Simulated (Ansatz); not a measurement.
TiB2 (MoSi2 or CaC2 type, I4/mmm) under volume change, r²SCAN in the plane-wave PAW code Ansatz, shape and atoms relaxed at each volume.

| V (Å³/atom) | E − E(relaxed) (meV/atom) | P (GPa) |
|---|---|---|
| 9.391 | 47.9 | 17.86 |
| 9.700 | 20.2 | 11.00 |
| 10.010 | 4.8 | 5.09 |
| 10.320 | 0.0 | 0.00 |
| 10.629 | … | … |
| 10.939 | … | … |
| 11.248 | 35.6 | -11.42 |

Q: Fill in the missing entries.

A: 
- 10.939, E − E(relaxed) (meV/atom): 16.6
- 10.939, P (GPa): -8.17
- 10.629, E − E(relaxed) (meV/atom): 4.3
- 10.629, P (GPa): -4.39

Q: What does a third-order Birch–Murnaghan fit give for V₀, B₀ and B′?

A: V₀ = 10.32 Å³/atom, B₀ = 157 GPa, B′ = 4.0.

A made-up cell: these elements were put on the sites of a structure type; neither database checked (COD, Materials Project) lists it. It is not the phase usual at ambient conditions (space group No. 191). Symmetry was held in the r²SCAN relaxation; its stability against distortions is not shown here. No spin polarisation was allowed.

Potentials: the earlier of the program's two PAW sets.
